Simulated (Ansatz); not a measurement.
This run works on a generated trial structure, not on a known crystal.

Input and command of a plane-wave DFT calculation in Ansatz:

```yaml
crystal:
  lattice:
    - [5.85527816, 0.0, 0.0]
    - [-2.92763908, 5.07081963, 0.0]
    - [0.0, 0.0, 6.09063005]
  atoms:
    - { symbol: Sr, position: [0.66666667, 0.33333333, 0.5] }
    - { symbol: Sr, position: [0.66666667, 0.33333333, 0.0] }
    - { symbol: Be, position: [0.0, 0.0, 0.16482144] }
    - { symbol: Be, position: [0.0, 0.0, 0.83517856] }
    - { symbol: Te, position: [0.15528397, 0.84471603, 0.5] }
    - { symbol: Te, position: [0.15528397, 0.31056794, 0.5] }
    - { symbol: Te, position: [0.68943206, 0.84471603, 0.5] }
basis:
  ecutwfc: 420
kpoints:
  mp_grid: { grid: [3, 3, 3] }
hamiltonian:
  xc: pbe
scf:
  occupations: { method: gaussian, width: 0.2 }
  lower_state_search: "off"
output:
  forces: true
  stress: true
  eigenvalues: true
relax:
  adjacent_minimum: "off"
  f_tol: 0.08
  max_steps: 16
  cell: { stress_tol: 0.8 }
```

```bash
ansatz run input.yaml --threads 1 --pin off --max-ram 2560MiB --backend cpu --events-out ev --progress --plain --runs-dir out
```

Processor: Intel(R) Xeon(R) Processor @ 2.50GHz (Skylake/Cascade Lake), 1 thread, on a host shared with other jobs.

Problem. How long does it run, and how much memory does it take?

Solution. About 100 s, peak memory 0.47 GiB. It solves 44 bands at 6 k points (after reduction by symmetry) with about 4917 plane waves (on the last cell), in 58 SCF iterations over 8 ionic steps.
